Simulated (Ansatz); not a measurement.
ZrTa:
```xyz
4
Lattice="4.6565 0.0000 0.0000 0.0000 3.5695 0.0000 0.0000 0.0000 4.9707" Properties=species:S:1:pos:R:3 pbc="T T T"
Ta     1.1641     0.0000     4.0408
Ta     3.4923     0.0000     0.9299
Zr     1.1641     1.7848     1.3854
Zr     3.4923     1.7848     3.5853
```

Relaxed with r²SCAN. Special points in fractions of this cell's reciprocal vectors: Γ (0.000, 0.000, 0.000); X (0.500, 0.000, 0.000); S (0.500, 0.500, 0.000); Y (0.000, 0.500, 0.000); Z (0.000, 0.000, 0.500); U (0.500, 0.000, 0.500); R (0.500, 0.500, 0.500); T (0.000, 0.500, 0.500).

### Question
List the band energies nearest the Fermi level at these points for the program Ansatz at the r²SCAN level (PAW).

### Answer
In eV from the Fermi level; about four levels below and three above (degenerate sets whole), none deeper than 8.9 eV; … stands for higher levels left out; points with the same levels are listed once.

```tsv
k	below	above
Γ	-3.42 -3.12 -1.74 -1.45	0.44 0.64 0.74
X	-1.43 -1.43 -0.81 -0.81	0.48 0.48 0.80 0.80
S	-0.47 -0.47 -0.36 -0.36	2.91 2.91 …
Y	-1.47 -1.47 -1.30 -0.53	0.61 0.83 1.37
Z	-1.15 -0.93 -0.77 -0.30	0.25 0.31 1.41
U	-1.01 -1.01 -0.75 -0.75	0.12 0.12 1.00 1.00
R	-0.95 -0.95 -0.94 -0.94	1.18 1.18 1.22 1.22
T	-1.75 -1.26 -1.16 -0.65	0.40 0.68 0.90
```

Space group Pmma. The start of the workflow was typed in or built on a structure type; neither database checked (COD, Materials Project) lists it. Its standing as an ambient phase is unchecked. The cell was relaxed with r²SCAN under the symmetry of its start; its stability against distortions is not shown here. No spin polarisation was allowed. Its formation energy is positive at this level, so the cell may be metastable or incomplete. Scalar-relativistic: spin–orbit coupling is off unless named, which matters more the heavier the elements.

Potentials: the later of the program's two PAW sets.
